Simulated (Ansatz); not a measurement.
With plane-wave PAW PBEsol (Ansatz code), TaAl in the CsCl type structure (Pm-3m) relaxes to a = 3.196 Å. Al has 8 nearest neighbours from 2.77 Å (cubic). Against the elements it lies at 0.098 eV/atom, with no fitted shifts.

Electronic character: metallic (no gap). Gap from PBEsol with spin–orbit coupling: none (metallic).

An equation-of-state fit gives a bulk modulus of 161 GPa. The relaxed-ion elastic constants in GPa are C11 = 2.2, C12 = 242, C44 = 54.5. The highest mode at Γ lies at 296 cm⁻¹.

The start of the workflow was typed in or built on a structure type; neither database checked (COD, Materials Project) lists it. Its standing as an ambient phase is unchecked. Symmetry was held in the PBEsol relaxation. At this level the phase is mechanically unstable. No spin polarisation was allowed. As this level gives no gap, shear constants depend on the k-mesh and smearing (Fermi–Dirac, 0.1 eV here). As this level gives no gap, phonon frequencies hold no LO–TO term and depend on the k-mesh and smearing (Fermi–Dirac, 0.1 eV here). The references are the lowest solids computed at this level, not always the standard phases. Scalar-relativistic: spin–orbit coupling is off unless named, which matters more the heavier the elements.

Potentials: the later of the program's two PAW sets.
